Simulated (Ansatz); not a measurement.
NiGe (CsCl type, Pm-3m) under volume change, the program Ansatz at the PBEsol level (PAW), scaled uniformly.

```tsv
V (Å³/atom)	E − E(relaxed) (meV/atom)	P (GPa)
11.435	58.2	18.24
11.812	24.1	10.94
12.189	?	?
12.566	0.0	0.00
12.943	5.2	-4.29
13.320	19.6	-7.86
13.697	?	?
```

**Question.** Fill in the missing entries.

**Answer.** 
- 13.697, E − E(relaxed) (meV/atom): 41.7
- 13.697, P (GPa): -10.82
- 12.189, E − E(relaxed) (meV/atom): 5.7
- 12.189, P (GPa): 4.95

**Question.** What does a third-order Birch–Murnaghan fit give for V₀, B₀ and B′?

**Answer.** V₀ = 12.56 Å³/atom, B₀ = 154 GPa, B′ = 4.9.

A made-up cell: these elements were put on the sites of a structure type; neither database checked (COD, Materials Project) lists it. COD files the formula under space group No. 62, so this cell is another polymorph or a model. Its standing as an ambient phase is unchecked. Symmetry was held in the PBEsol relaxation; of distortions, only those at the zone centre were tested. The workflow began spin-polarised and lost its moments.

Potentials: the earlier of the program's two PAW sets.
